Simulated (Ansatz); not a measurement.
This run works on a proposed trial structure, not on a known crystal.

Input and command of a plane-wave DFT calculation in Ansatz:

```yaml
crystal:
  lattice:
    - [3.1126565848, 0.0, 0.0]
    - [-1.5563282924, 2.6956396757, 0.0]
    - [0.0, 0.0, 9.8089810343]
  atoms:
    - { symbol: Al, position: [0.0, 0.0, 0.4958122996] }
    - { symbol: Al, position: [0.3333333333, 0.6666666667, 0.758906848] }
    - { symbol: Al, position: [0.0, 0.0, 0.9808984398] }
    - { symbol: Al, position: [0.3333333333, 0.6666666667, 0.2387838051] }
    - { symbol: "N", position: [0.3333333333, 0.6666666667, 0.43313071] }
    - { symbol: "N", position: [0.0, 0.0, 0.6904653411] }
    - { symbol: "N", position: [0.0, 0.0, 0.1770025564] }
basis:
  ecutwfc: 500
kpoints:
  mp_grid: { grid: [12, 12, 4] }
  band_path:
    path:
      - [[0.0, 0.0, 0.0], [0.5, 0.0, 0.0], [0.33333333, 0.33333333, 0.0], [0.0, 0.0, 0.0], [0.0, 0.0, 0.5], [0.5, 0.0, 0.5], [0.33333333, 0.33333333, 0.5], [0.0, 0.0, 0.5]]
      - [[0.5, 0.0, 0.5], [0.5, 0.0, 0.0]]
      - [[0.33333333, 0.33333333, 0.5], [0.33333333, 0.33333333, 0.0]]
    npoints: 14
hamiltonian:
  xc: r2scan
scf:
  occupations: { method: gaussian, width: 0.1 }
  n_extra_bands: 17
output:
  forces: true
  stress: true
  eigenvalues: true
  populations: true
  dos: { projected: true, de: 0.02, nscf_kmesh: { grid: [15, 15, 5] } }
  bader: true
  write_density: true
  write_potential: true
  elf: true
  volumetric_format: npy
```

```bash
ansatz run input.yaml --threads 1 --pin off --max-ram 2560MiB --backend cpu --events-out ev --progress --plain --runs-dir out
```

Processor: Intel(R) Xeon(R) Processor @ 2.70GHz, 1 thread, on a host shared with other jobs.

Q: Estimate time, memory and problem size.

A: About 3 min, peak memory 0.64 GiB. It solves 31 bands at 69 k points (after reduction by symmetry) with about 2123 plane waves, in 9 SCF iterations.
